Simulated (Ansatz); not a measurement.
ZnS:
```
CELL_PARAMETERS angstrom
      3.73813     0.00000     0.00000
     -1.86906     3.23731     0.00000
      0.00000     0.00000     6.14304
ATOMIC_POSITIONS crystal
  Zn 0.33333 0.66667 0.00059
  Zn 0.66667 0.33333 0.50059
  S  0.33333 0.66667 0.37441
  S  0.66667 0.33333 0.87441
```

Relaxed with LDA.

Problem. Decompose the optical modes at the zone centre into irreducible representations, and say which are infrared and Raman allowed.

Solution. Point group 6mm: Γ_opt = A1 + 2B1 + E1 + 2E2. Infrared: A1, E1. Raman: A1, E1, E2.

Problem. Assign frequencies (DFPT, LDA (plane waves, PAW; program Ansatz); without the LO–TO term).

Solution. E2 71, B1 200, A1 289, E1 293, E2 299, B1 349 cm⁻¹.

Subscripts of B labels follow the axes of the standard setting.

Space group P6_3mc (wurtzite). Symmetry was held in the LDA relaxation.

Potentials: the earlier of the program's two PAW sets. The files were generated under PBE; for other functionals the program regenerates the frozen cores, and for LDA and PBEsol the local potential too.
